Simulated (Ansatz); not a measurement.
**Structure types of Cr compared at 190 GPa**

Structure types of Cr are relaxed in primitive cells with their symmetry kept at 190 GPa, first on PAW files, then by LAPW. The enthalpy is E + pV at zero temperature, without zero-point motion. Only the types listed were tried, and differences under about 5 meV/atom are mesh noise. Not among the end structures: fcc, which may lie lower.

Level of theory: DFT with LDA, scalar-relativistic, in Ansatz 0.2.0; Fermi–Dirac smearing of 0.1 eV, spin-polarised from start moments Cr 2 μB. LAPW: all electrons, basis error target 0.5 meV/atom; PAW: frozen-core files, cutoff 420 eV.

k meshes: bcc 21×21×21, hcp 20×20×11, sc 19×19×19, simple hexagonal 20×20×19, diamond 15×15×15.

Antiferromagnetic order, which Cr and Mn prefer near zero pressure, wasn't tried. The start moments died away, and the runs ended non-magnetic. The PAW files were made under PBE.

| start type | ends as | a, b, c (Å) | V (Å³/atom) | H − H(lowest), LAPW (meV/atom) | moment (μB/atom) |
| --- | --- | --- | --- | --- | --- |
| bcc | bcc, Im-3m | 2.501, 2.501, 2.501 | 7.82 | 0.0 | 0.00 |
| hcp | hcp, P6_3/mmc | 2.191, 2.191, 3.780 | 7.86 | 578.4 | 0.00 |
| sc | sc, Pm-3m | 2.006, 2.006, 2.006 | 8.08 | 1615.4 | 0.00 |
| simple hexagonal | simple hexagonal, P6/mmm | 2.177, 2.177, 1.931 | 7.92 | ? | 0.00 |
| diamond | diamond, Fd-3m | 4.153, 4.153, 4.153 | 8.95 | ? | 0.00 |

**Question.** Give the missing entry: row "simple hexagonal", column "H − H(lowest), LAPW (meV/atom)".

**Answer.** 1044.3.

**Question.** What belongs in the row "diamond", column "H − H(lowest), LAPW (meV/atom)"?

**Answer.** 4503.9.

**Question.** Split the lead of bcc over hcp into energy and pV.

**Answer.** For hcp less bcc: ΔE = +533.6 meV/atom, and p·ΔV = 190 GPa × +0.0377 Å³ × 6.242 meV/(GPa·Å³) = +44.8 meV/atom, together 578.4 meV/atom. bcc wins on both counts.
